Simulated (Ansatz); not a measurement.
ZnBr2:
```cif
data_Br2Zn
_chemical_formula_sum 'Zn1 Br2'
_space_group_name_H-M_alt 'P 1'
_space_group_IT_number 1
_cell_length_a 6.65078
_cell_length_b 6.65078
_cell_length_c 6.65078
_cell_angle_alpha 32.646
_cell_angle_beta 32.646
_cell_angle_gamma 32.646
loop_
_space_group_symop_operation_xyz
  'x, y, z'
loop_
_atom_site_label
_atom_site_type_symbol
_atom_site_fract_x
_atom_site_fract_y
_atom_site_fract_z
_atom_site_occupancy
Zn1 Zn 0.00000 0.00000 0.00000 1
Br1 Br 0.25526 0.25526 0.25526 1
Br2 Br 0.74474 0.74474 0.74474 1
```

Relaxed with r²SCAN+D4. 

**Question.** HSE06 on this cell (Ansatz, an electronic-structure program, PAW) gives a gap of 4.45 eV. What does r²SCAN+D4 give?

**Answer.** 3.72 eV.

Cost on shared cores: the r²SCAN+D4 run (SCF on a 9×9×9 mesh, then bands and DOS) roughly 70 core-seconds, the HSE06 run (SCF on 6×6×6, then a few points) very roughly 2.5 core-minutes; the tasks are unlike.

Space group R-3m. The workflow started from an entry of the Crystallography Open Database (COD), which files this formula under 2 space groups. Its standing as an ambient phase is unchecked. The cell was relaxed with r²SCAN+D4 under the symmetry of its start; whether a distortion lowers the energy is not shown. Spin–orbit coupling is left out wherever it is not named.

Potentials: the later of the program's two PAW sets.

Ansatz is a plane-wave DFT program.
